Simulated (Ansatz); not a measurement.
Relaxation of a relaxed Pd cell displaced along its unstable phonon at q = (½, ½, ½) of its primitive reciprocal cell (36i cm⁻¹), largest move 0.15 Å; 4 atoms in the cell, which starts as C2/m (No. 12), mS8; a = 4.7531 Å, b = 2.7442 Å, c = 9.9338 Å, α = γ = 90.00°, β = 99.18°. Level of theory: PBE (plane waves to 420 eV, PAW, scalar-relativistic; Ansatz, a first-principles code). Γ-centred k-mesh 14×14×14 on the run's cell (coarser than for final values), Fermi–Dirac smearing 0.05 eV. This is the first round of the run. 

The optimiser's lines from the output (shortened; P is positive under compression):

```
relax step   1: F+E_penalty+E_count = -27890.90473128 eV  Δ(F+E_penalty+E_count) = +0.000e0 eV  max|allowed force component| = 8.766e-2 eV/Å  Δτ_max = 0.0000 Å  P = -0.327 GPa  Ω = 63.956 Å³  (6 SCF iters, dr2 threshold 1.00e-7 eV, accepted)
relax step   2: F+E_penalty+E_count = -27890.94905631 eV  Δ(F+E_penalty+E_count) = -4.433e-2 eV  max|allowed force component| = 1.446e-1 eV/Å  Δτ_max = 0.1018 Å  P = +0.104 GPa  Ω = 63.462 Å³  (6 SCF iters, dr2 threshold 4.00e-7 eV, accepted)
relax step   3: F+E_penalty+E_count = -27891.06710949 eV  Δ(F+E_penalty+E_count) = -1.181e-1 eV  max|allowed force component| = 2.391e-1 eV/Å  Δτ_max = 0.1668 Å  P = -0.027 GPa  Ω = 62.840 Å³  (7 SCF iters, dr2 threshold 4.00e-7 eV, accepted)
relax step   4: F+E_penalty+E_count = -27891.24221591 eV  Δ(F+E_penalty+E_count) = -1.751e-1 eV  max|allowed force component| = 2.060e-1 eV/Å  Δτ_max = 0.1950 Å  P = -0.614 GPa  Ω = 62.216 Å³  (7 SCF iters, dr2 threshold 4.00e-7 eV, accepted)
relax step   5: F+E_penalty+E_count = -27891.16766917 eV  Δ(F+E_penalty+E_count) = +7.455e-2 eV  max|allowed force component| = 1.570e0 eV/Å  Δτ_max = 0.1975 Å  P = +5.878 GPa  Ω = 60.133 Å³  (8 SCF iters, dr2 threshold 4.00e-7 eV, rejected (line search))
relax step   6: F+E_penalty+E_count = -27891.32463077 eV  Δ(F+E_penalty+E_count) = -8.241e-2 eV  max|allowed force component| = 1.482e-1 eV/Å  Δτ_max = 0.0987 Å  P = -0.411 GPa  Ω = 61.775 Å³  (12 SCF iters, accepted)
relax step   7: F+E_penalty+E_count = -27891.36563006 eV  Δ(F+E_penalty+E_count) = -4.100e-2 eV  max|allowed force component| = 2.131e-2 eV/Å  Δτ_max = 0.1000 Å  P = +0.348 GPa  Ω = 61.320 Å³  (7 SCF iters, dr2 threshold 4.00e-7 eV, accepted)
relax step   8: F+E_penalty+E_count = -27891.36693325 eV  Δ(F+E_penalty+E_count) = -1.303e-3 eV  max|allowed force component| = 3.322e-3 eV/Å  Δτ_max = 0.0265 Å  P = -0.023 GPa  Ω = 61.452 Å³  (6 SCF iters, dr2 threshold 4.00e-7 eV, accepted)
relax step   9: F+E_penalty+E_count = -27891.36697686 eV  Δ(F+E_penalty+E_count) = -4.362e-5 eV  max|allowed force component| = 4.829e-4 eV/Å  Δτ_max = 0.0048 Å  P = +0.003 GPa  Ω = 61.442 Å³  (6 SCF iters, dr2 threshold 1.06e-8 eV, accepted)
relax step  10: F+E_penalty+E_count = -27891.36554345 eV  Δ(F+E_penalty+E_count) = +1.433e-3 eV  max|allowed force component| = 4.708e-4 eV/Å  Δτ_max = 0.0000 Å  P = +0.013 GPa  Ω = 61.442 Å³  stress off target by 3.30e-2 GPa  SCF on the basis re-selected at this cell (its energy is not comparable with the rows above)  (6 SCF iters)
relax step  11: F+E_penalty+E_count = -27891.36554315 eV  Δ(F+E_penalty+E_count) = +3.058e-7 eV  max|allowed force component| = 7.249e-5 eV/Å  Δτ_max = 0.0006 Å  P = +0.000 GPa  Ω = 61.447 Å³  (6 SCF iters, dr2 threshold 2.71e-9 eV, accepted)
relax step  12: F+E_penalty+E_count = -27891.36554541 eV  Δ(F+E_penalty+E_count) = -2.263e-6 eV  max|allowed force component| = 7.296e-5 eV/Å  Δτ_max = 0.0000 Å  P = +0.000 GPa  Ω = 61.447 Å³  stress off target by 9.90e-4 GPa  SCF on the basis re-selected at this cell (its energy is not comparable with the rows above)  (7 SCF iters)
```

From the first to the last row the energy changes by -0.12 eV/atom and the volume by -3.9 %. The last row is marked as not comparable with the walk above it, whose basis was carried along; it does compare with step 1, since both stand on a basis selected at the nominal cutoff for their own cell.

Step 5 was rejected by the optimiser.

Later rounds, restarted from the end of this one on a renewed k-mesh, logged 4 more steps and released under 0.01 eV/atom more. The final structure after all rounds: R-3m, hexagonal axes (No. 166), hR4; a = 2.781 Å, b = 2.781 Å, c = 27.519 Å, α = 90.00°, β = 90.00°, γ = 120.00°. Between re-selections the logged energies stand on a plane-wave basis carried along with the cell. No spin polarisation in the result. A magnetic state may lie lower.

The run could not lose the symmetry of its start, so the end can be a saddle point.

The relaxed structure here is a generated cell of Pd: the first start was made by placing the elements on the sites of a structure type, and the end was not matched to a known phase here, so it may be hypothetical. Known forms of Pd include space group No. 225.
